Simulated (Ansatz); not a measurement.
Sn2Ir, DFT, LDA, PAW with Ansatz's default frozen-core files, scalar-relativistic (Ansatz 0.2.0), run on 1 thread of Arm Neoverse V1 on a shared host.

The cell is COD entry 9009019, as deposited and not checked against the literature; nothing was relaxed. The listed cell was then made from it by scaling, straining or moving an atom.

Command: `ansatz run input.yaml --threads 1 --pin off --max-ram 4096MiB --backend cpu --events-out ev --progress --plain --runs-dir out`

```yaml
crystal:
  lattice:
    - [0.0, 3.23238, 3.169]
    - [3.23238, 0.0, 3.169]
    - [3.23238, 3.23238, 0.0]
  atoms:
    - { symbol: Sn, position: [0.25, 0.25, 0.25] }
    - { symbol: Sn, position: [0.75, 0.75, 0.75] }
    - { symbol: Ir, position: [0.0, 0.0, 0.0] }
kpoints:
  mp_grid: { grid: [10, 10, 10] }
scf:
  occupations: { method: fermi_dirac, width: 0.03 }
hamiltonian:
  xc: lda
  pseudopotentials: { kind: paw }
output:
  forces: true
  stress: true
  eigenvalues: true
  efg: { contact_densities: true }
```

Task: How large is the problem that the program sets up?

Result: 102 irreducible k-points, 1307 plane waves at Γ, 27 bands.

Task: Estimate the wall time and the peak memory.

Result: 11 s of wall time for 6 SCF iterations, with a peak of 0.48 GiB. Times on shared machines scatter by tens of per cent.

Task: And the same cell and mesh by all-electron PAW (datasets made for this crystal), asked for forces, stress, eigenvalues, efg, on the same hardware?

Result: 54 s, peak memory 1 GiB.
